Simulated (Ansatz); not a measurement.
AlB$_{2}$Ru$_{2}$ in space group Cmmm (No. 65; Al on 2a, Ru on 4j, B on 4i) under volume change, PBEsol (plane waves, PAW; program Ansatz), shape and atoms relaxed at each volume.

```tsv
V (Å³/atom)	E − E(relaxed) (meV/atom)	P (GPa)
9.487	75.3	27.95
9.800	?	?
10.113	7.5	7.91
10.426	0.0	0.00
10.738	6.7	-6.65
11.051	?	?
11.364	54.1	-17.06
```

**Question.** Fill in the missing entries.

**Answer.** 
- 9.800, E − E(relaxed) (meV/atom): 31.7
- 9.800, P (GPa): 17.12
- 11.051, E − E(relaxed) (meV/atom): 25.3
- 11.051, P (GPa): -12.28

**Question.** What does a third-order Birch–Murnaghan fit give for V₀, B₀ and B′?

**Answer.** V₀ = 10.43 Å³/atom, B₀ = 240 GPa, B′ = 4.4.

The start of the workflow was typed in or built on a structure type; neither database checked (COD, Materials Project) lists it. Its standing as an ambient phase is unchecked. Symmetry was held in the PBEsol relaxation; whether a distortion lowers the energy is not shown. The run is not spin-polarised. The volume moved by 16 % from the start of the relaxation.

Potentials: the later of the program's two PAW sets.
